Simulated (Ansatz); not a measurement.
WN$_{2}$ in space group Pca2_1 (No. 29; W on 4a, N on 4a, N on 4a), PBEsol (plane waves, PAW; program Ansatz). The conduction-band minimum lies at Y, with 1 equivalent valley. Second derivatives d²E/dk² of the lowest band at one valley (eV·Å²), along Cartesian directions:

| direction | d²E/dk² |
|---|---|
| [100] | 20.68 |
| [010] | 10.23 |
| [001] | 10.51 |
| [110] | 15.45 |
| [101] | 15.59 |
| [011] | 10.37 |

Problem. Find the principal effective masses, the density-of-states mass and the conductivity mass.

Solution. Off-diagonal terms follow from H_xy = H[110] − (H_xx + H_yy)/2, and m*/mₑ = 7.620 eV·Å² over each eigenvalue: 0.37, 0.73, 0.74. One valley's DOS mass (m₁m₂m₃)^(1/3) = 0.58, conductivity mass 3/(Σ 1/mᵢ) = 0.55 mₑ.

Problem. What effective density of states Nc follows at 300 K for parabolic valleys?

Solution. Nc = 2.509e19 × 1 × (0.58)^(3/2) ≈ 1.1e19 cm⁻³.

The start of the workflow was typed in or built on a structure type; neither database checked (COD, Materials Project) lists it. Whether it is the stable phase at ambient conditions was not checked. Symmetry was held in the PBEsol relaxation; its stability against distortions is not shown here. The workflow began spin-polarised and lost its moments. Scalar-relativistic: spin–orbit coupling is off unless named, which matters more the heavier the elements.

Potentials: the earlier of the program's two PAW sets. The files were generated under PBE; for other functionals the program regenerates the frozen cores, and for LDA and PBEsol the local potential too.

Edges and masses are those of Kohn–Sham bands, whose gap is no quasiparticle gap.
